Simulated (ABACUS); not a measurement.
A self-consistent single point of the (101) slab of CdSe (cut from a parent of space group no. 216; 16 atoms in the cell) with ABACUS.

Level of theory: ABACUS with LDA (PW92), numerical atomic orbitals TZP (confined pseudo-atomic orbitals with Gaussian additions; energy shift 0.01 Ry), PseudoDojo 0.4 standard norm-conserving LDA (tails mended) pseudopotentials.

The change in words: lattice scaled in the plane by 1.015; ecutwfc: 100 Ry → 60 Ry. Reference geometry (Pmn2_1):
```
CELL_PARAMETERS angstrom
      6.14054     0.00000     0.00000
      0.00000     8.68403     0.00000
      0.00000     0.00000    18.51310
ATOMIC_POSITIONS crystal
  Cd 0.00000 0.62500 0.44136
  Cd 0.50000 0.37500 0.32410
  Cd 0.00000 0.12500 0.44136
  Cd 0.50000 0.87500 0.32410
  Cd 0.00000 0.12500 0.67590
  Cd 0.50000 0.87500 0.55864
  Cd 0.00000 0.62500 0.67590
  Cd 0.50000 0.37500 0.55864
  Se 0.25000 0.12500 0.32410
  Se 0.75000 0.37500 0.44136
  Se 0.25000 0.62500 0.32410
  Se 0.75000 0.87500 0.44136
  Se 0.25000 0.62500 0.55864
  Se 0.75000 0.87500 0.67590
  Se 0.25000 0.12500 0.55864
  Se 0.75000 0.37500 0.67590
```

Reference input (self-consistent single point, DFT, LDA (PW92), numerical atomic orbitals TZP (confined pseudo-atomic orbitals with Gaussian additions; energy shift 0.01 Ry), PseudoDojo 0.4 standard norm-conserving LDA (tails mended) pseudopotentials): basis = TZP numerical atomic orbitals, energy shift 0.01 Ry; KPT = Gamma 2 2 1 0 0 0; basis_type = lcao; dft_functional = PWLDA; ecutwfc = 100 Ry; smearing_method = fd; smearing_sigma = 0.00734986 Ry; potentials = PseudoDojo 0.4 standard norm-conserving LDA (tails mended); symmetry = 1; symmetry_prec = 1e-05; ks_solver = genelpa; scf_nmax = 100. This run's input differs from it in these lines:

```diff
@@ -7,3 +7,3 @@
 dft_functional       PWLDA
-ecutwfc              100.0
+ecutwfc              60.0
 symmetry             1
@@ -30,8 +30,8 @@
 LATTICE_CONSTANT
-11.603939
+11.777998
 
 LATTICE_VECTORS
-   0.9999999877    0.0000000000    0.0000000000
-   0.0000000000    1.4142135534    0.0000000000
-   0.0000000000    0.0000000000    3.0148976755
+   0.9999999789    0.0000000000    0.0000000000
+   0.0000000000    1.4142136398    0.0000000000
+   0.0000000000    0.0000000000    2.9703425589
 
@@ -43,10 +43,10 @@
 8
-   0.0000000000   10.2565298792   15.4409471666 1 1 1
-   5.8019694287    6.1539179275   11.3383626900 1 1 1
-   0.0000000000    2.0513059758   15.4409471666 1 1 1
-   5.8019694287   14.3591418308   11.3383626900 1 1 1
-   0.0000000000    2.0513059758   23.6463260278 1 1 1
-   5.8019694287   14.3591418308   19.5437415513 1 1 1
-   0.0000000000   10.2565298792   23.6463260278 1 1 1
-   5.8019694287    6.1539179275   19.5437415513 1 1 1
+   0.0000000000   10.4103783884   15.4409471666 1 1 1
+   5.8889988756    6.2462270330   11.3383626900 1 1 1
+   0.0000000000    2.0820756777   15.4409471666 1 1 1
+   5.8889988756   14.5745297437   11.3383626900 1 1 1
+   0.0000000000    2.0820756777   23.6463260278 1 1 1
+   5.8889988756   14.5745297437   19.5437415513 1 1 1
+   0.0000000000   10.4103783884   23.6463260278 1 1 1
+   5.8889988756    6.2462270330   19.5437415513 1 1 1
 
@@ -55,10 +55,10 @@
 8
-   2.9009847143    2.0513059758   11.3383626900 1 1 1
-   8.7029541430    6.1539179275   15.4409471666 1 1 1
-   2.9009847143   10.2565298792   11.3383626900 1 1 1
-   8.7029541430   14.3591418308   15.4409471666 1 1 1
-   2.9009847143   10.2565298792   19.5437415513 1 1 1
-   8.7029541430   14.3591418308   23.6463260278 1 1 1
-   2.9009847143    2.0513059758   19.5437415513 1 1 1
-   8.7029541430    6.1539179275   23.6463260278 1 1 1
+   2.9444994378    2.0820756777   11.3383626900 1 1 1
+   8.8334983134    6.2462270330   15.4409471666 1 1 1
+   2.9444994378   10.4103783884   11.3383626900 1 1 1
+   8.8334983134   14.5745297437   15.4409471666 1 1 1
+   2.9444994378   10.4103783884   19.5437415513 1 1 1
+   8.8334983134   14.5745297437   23.6463260278 1 1 1
+   2.9444994378    2.0820756777   19.5437415513 1 1 1
+   8.8334983134    6.2462270330   23.6463260278 1 1 1
 # file: KPT
```

The program printed (abridged):

```
 SELF-CONSISTENT
 -------------------------------------------

                  longest orb rcut (Bohr) = 6.9
   longest nonlocal projector rcut (Bohr) = 1.94
                     search radius (Bohr) = 17.7

                          real space grid = [ 60, 90, 180 ]
                                 init_chg = atomic

 LCAO ALGORITHM --------------- ION=   1  ELEC=   1--------------------------------

 Density error is 0.0386546271115
 E_KohnSham     -4742.9966589391     -64531.7801565347
 E_Fermi        0.0137674200         0.1873153585

 LCAO ALGORITHM --------------- ION=   1  ELEC=   2--------------------------------

   [... lines left out ...]

   [... 13 blocks of this kind left out ...]

 LCAO ALGORITHM --------------- ION=   1  ELEC=  16--------------------------------

 Density error is 1.8091363574e-07
 E_KohnSham     -4743.3440144220     -64536.5061703328
 E_Fermi        0.0786453170         1.0700244320

 LCAO ALGORITHM --------------- ION=   1  ELEC=  17--------------------------------

 Density error is 7.15704697924e-08
 E_KohnSham     -4743.3440142109     -64536.5061674618
 E_KS(sigma->0) -4743.3434479235     -64536.4984627256
 E_entropy(-TS) -0.0011325749        -0.0154094724
 E_Fermi        0.0786436955         1.0700023703
 charge density convergence is achieved
 final etot is -64536.506167 eV
 EFERMI = 1.0700023703 eV

 STATE ENERGY(eV) AND OCCUPATIONS    NSPIN == 1
   [... 170 lines left out ...]

 TOTAL-FORCE (eV/Angstrom)
                       Cd1         0.0721752781         0.0000000000        -0.1086482267
                       Cd2        -1.0841770733         0.0000000000         1.2239598543
                       Cd3         0.0721752781         0.0000000000        -0.1086482267
                       Cd4        -1.0841770742         0.0000000000         1.2239598547
                       Cd5        -1.0841770737         0.0000000000        -1.2239598545
                       Cd6         0.0721752792         0.0000000000         0.1086482298
                       Cd7        -1.0841770737         0.0000000000        -1.2239598545
   [... lines left out ...]

 TOTAL-STRESS (KBAR)
       -29.3246698951         0.0000000000         0.0000000000
         0.0000000000       -35.1359936399         0.0000000000
         0.0000000000         0.0000000000       -17.2661669730
 TOTAL-PRESSURE: -27.242277 KBAR

 --------------------------------------------
 !FINAL_ETOT_IS -64536.5061674617609242 eV
 --------------------------------------------
```

The run converged in 17 iterations. Against the reference run the free energy rises by 34.1 meV/atom, the largest force goes from 1.519 to 1.635 eV/Å and the gap on the mesh goes from 0.889 to 0.871 eV.

The atom-centred basis is finite, which shifts total energies, gaps and forces against plane waves. Forces above 1 eV/Å remain at this geometry, of which the finite basis can carry a part. No dipole correction was used; where the two faces of such a cut differ, images can couple through a dipole. This run is one point of a test of settings, so its values need not be converged; read them against the reference run alone. The bare cut can leave dangling bonds, and the run has no spin polarisation, so a lower magnetic or reconstructed surface may exist.

Cost on one core: around 50 core-seconds (rough).

The atomic orbitals were generated for these runs; they are not ABACUS's published sets and were checked against plane waves on a few crystals only.

“Tails mended”: in these copies of the files the far tail of each local potential was reset to the Coulomb form.
